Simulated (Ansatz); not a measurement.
Relaxed Ta (bcc, W type):

```
Ta
1.0
   -3.28193     3.28193     3.28193
    1.64097    -1.64097     1.64097
    1.64097     1.64097    -1.64097
Ta
2
Direct
  0.00000   0.00000   0.00000
  0.50000   0.00000   0.00000
```

Level of theory: PBEsol (plane waves to 420 eV, PAW, scalar-relativistic; Ansatz, a quantum-chemistry and plane-wave program). k mesh 8×16×16 (Γ-centred), Fermi-Dirac smearing 0.05 eV. With partly filled bands, energies and forces of such displacements shift with the k mesh and the smearing. Spin-orbit coupling is left out, though Ta is heavy. Ta is run without spin polarisation. Ta was relaxed with its symmetry unable to fall.

One atom of the cell was then moved (with its periodic images), all else fixed, and the forces (eV/Å) came out as:

| atom | Fx | Fy | Fz |
|---|---|---|---|
| Ta1 | 1.291 | 1.078 | 0.663 |
| Ta2 | -1.291 | -1.078 | -0.663 |

With two atoms only their relative shift counts; take Ta2 as fixed.

Task: Which atom was moved, and by which vector (Å)?

Result: Ta1, by (-0.20, -0.20, 0.00), 0.28 Å in all.

(For displaced atoms, the force is minus the slope of the energy, and its curvature is a force constant, which sets phonon frequencies.)
